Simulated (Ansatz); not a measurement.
Here is the system:

AlRu:
```cif
data_Al4Ru4
_chemical_formula_sum 'Al4 Ru4'
_space_group_name_H-M_alt 'Cmcm'
_space_group_IT_number 63
_space_group_name_Hall '-C 2c 2'
_cell_length_a 2.94841
_cell_length_b 9.08578
_cell_length_c 4.08894
_cell_angle_alpha 90.000
_cell_angle_beta 90.000
_cell_angle_gamma 90.000
loop_
_atom_site_label
_atom_site_type_symbol
_atom_site_symmetry_multiplicity
_atom_site_Wyckoff_symbol
_atom_site_fract_x
_atom_site_fract_y
_atom_site_fract_z
_atom_site_occupancy
Al1 Al 4 c 0.00000 0.40710 0.25000 1
Ru1 Ru 4 c 0.00000 0.13666 0.25000 1
```
(The calculation used a cell of 4 atoms; values per cell refer to that cell.)

This is the PBEsol-relaxed structure.

### Question
All from PBEsol (plane waves, PAW; program Ansatz), unless another level is named. Predict the formation energy from the elements (no fitted shifts).

### Answer
-0.40 eV/atom.

### Question
Next, the density of states at the Fermi level?

### Answer
0.90 states/eV per atom (mean over ±0.08 eV).

### Question
What about the gap with spin–orbit coupling?

### Answer
none (metallic).

The start of the workflow was typed in or built on a structure type; neither database checked (COD, Materials Project) lists it. COD files the formula under space group No. 221, so this cell is another polymorph or a model. Its standing as an ambient phase is unchecked. The PBEsol relaxation kept the symmetry of its start; of distortions, only those at the zone centre were tested. The run is not spin-polarised. The references are the lowest solids computed at this level, not always the standard phases. Scalar-relativistic: spin–orbit coupling is off unless named, which matters more the heavier the elements.

Potentials: the later of the program's two PAW sets.
